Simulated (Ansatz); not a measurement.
A: Lu (hcp, Mg type), a = b = 3.5043 Å, c = 5.4522 Å, α = β = 90.00°, γ = 120.00°
B: TiB₂ (AlB2 type, space group P6/mmm), a = b = 3.025 Å, c = 3.223 Å, α = β = 90.00°, γ = 120.00°
C: AlN (wurtzite), a = 3.107 Å, b = 3.107 Å, c = 4.979 Å, α = 90.00°, β = 90.00°, γ = 120.00°
D: BaTiO$_{3}$ (tetragonal-perovskite type, space group P4mm), a = b = 3.9722 Å, c = 4.1130 Å, α = β = γ = 90.00°

Scan: energy against volume (even scaling of the relaxed cell, symmetry kept). One method and one kind of scan serve all of them; meshes and ranges differ. All were relaxed with their symmetry unable to fall. BaTiO3 is run without spin polarisation. Lu is run without spin polarisation. TiB2 is run without spin polarisation.

Order them by bulk modulus at fixed cell shape (fitted) (lowest first) at the level r2SCAN (plane waves to 500 eV, PAW, scalar-relativistic; Ansatz, a program for electronic structure).

A (46.9 GPa), D (144 GPa), C (211 GPa), B (263 GPa)

(A scan under strain: stresses follow from slopes of the energy per volume, elastic moduli from its curvatures.)
